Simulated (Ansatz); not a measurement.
Values for one crystal, relaxed and computed with the program Ansatz at the r²SCAN level (PAW); other levels are named.

* **Volume per atom**: 12.78 Å³
* **Electronic character**: metallic (no gap)
* **Formation energy from the elements (no fitted shifts)**: -0.20 eV/atom
* **Density of states at the Fermi level**: 0.64 states/eV per atom (mean over ±0.08 eV)

Pick the material that matches.
(A) EuCuSb, P6_3/mmc (Eu on 2a, Cu on 2d, Sb on 2c)
(B) Sc3InB, anti-perovskite
(C) ReB2, P6_3/mmc (Re on 2c, B on 4f)
(D) BPt2, P6_3/mmc (B on 2c, Pt on 4f)

D, BPt2, P6_3/mmc (B on 2c, Pt on 4f)

The first step of the workflow began from a Materials Project structure, measured or hypothetical; the Crystallography Open Database copy checked does not list it. Its standing as an ambient phase is unchecked. Symmetry was held in the r²SCAN relaxation; its stability against distortions is not shown here. No spin polarisation was allowed. The references are the lowest solids computed at this level, not always the standard phases. Spin–orbit coupling is left out wherever it is not named.

Potentials: the later of the program's two PAW sets.
